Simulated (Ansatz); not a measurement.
The start is a randomly generated symmetric cell of Hf (space group No. 139). A full variable-cell relaxation at zero pressure is run with PBE (plane waves to 420 eV, PAW, scalar-relativistic; Ansatz, a first-principles code). First-step values are on the input's coarse k-mesh.

Ansatz input (later rounds restart from its end on a renewed k-mesh):
Ansatz 0.2 input:
```yaml
crystal:
  lattice:
    - [-3.1273696, 3.1273696, 2.0577656]
    - [3.1273696, -3.1273696, 2.0577656]
    - [3.1273696, 3.1273696, -2.0577656]
  atoms:
    - { symbol: Hf, position: [0.5, 0.5, 0] }
    - { symbol: Hf, position: [0.75, 0.25, 0.5] }
    - { symbol: Hf, position: [0.25, 0.75, 0.5] }
basis: { ecutwfc: 420, ecutrho_ratio: 4, xc_grid: 2, fft_grid_basis: typed }
kpoints: { mp_grid: { grid: [10, 10, 10] } }
hamiltonian:
  xc: pbe
  dispersion: none
  pseudopotentials: { azcp: { folder: ./paw }, kind: paw }
scf: { occupations: { method: fermi_dirac, width: 0.05 } }
relax: { f_tol: 0.01, max_steps: 100, cell: { stress_tol: 0.02 } }
output: { forces: true, stress: true }
```

Task: By how much does the energy per atom fall from start to end?

Result: About 2.3 eV/atom.

Task: How does the volume change?

Result: -3.1 %, from 26.83 to 26.00 Å³/atom.

Task: Is the relaxed structure metallic? Give its gap.

Result: No gap (metallic).

Task: What does it relax into? Give the structure.

Result: 
```cif
data_Hf6
_chemical_formula_sum 'Hf6'
_space_group_name_H-M_alt 'I4/mmm'
_space_group_IT_number 139
_space_group_name_Hall '-I 4 2'
_cell_length_a 5.08056
_cell_length_b 5.08056
_cell_length_c 6.04286
_cell_angle_alpha 90.000
_cell_angle_beta 90.000
_cell_angle_gamma 90.000
loop_
_atom_site_label
_atom_site_type_symbol
_atom_site_symmetry_multiplicity
_atom_site_Wyckoff_symbol
_atom_site_fract_x
_atom_site_fract_y
_atom_site_fract_z
_atom_site_occupancy
Hf1 Hf 2 b 0.00000 0.00000 0.50000 1
Hf2 Hf 4 d 0.00000 0.50000 0.25000 1
```
(The calculation used a cell of 3 atoms; values per cell refer to that cell.)

The space group stays I4/mmm (No. 139) (the run could not lower it), with 3 atoms in the primitive cell. Final values are on a 13×13×13 k-mesh of the relaxed cell. The start holds a very short contact (Hf–Hf 2.06 Å). No spin polarisation in the result.

The run could not lose the symmetry of its start: the end is stationary, and may be a saddle point rather than a minimum.

All atoms sit on sites fixed by symmetry, so only the cell could relax.

The relaxed structure here is a generated cell of Hf: the first start was made by a random draw of sites in a space group, and the end was not matched to a known phase here, so it may be hypothetical. Known forms of Hf include space group No. 194.
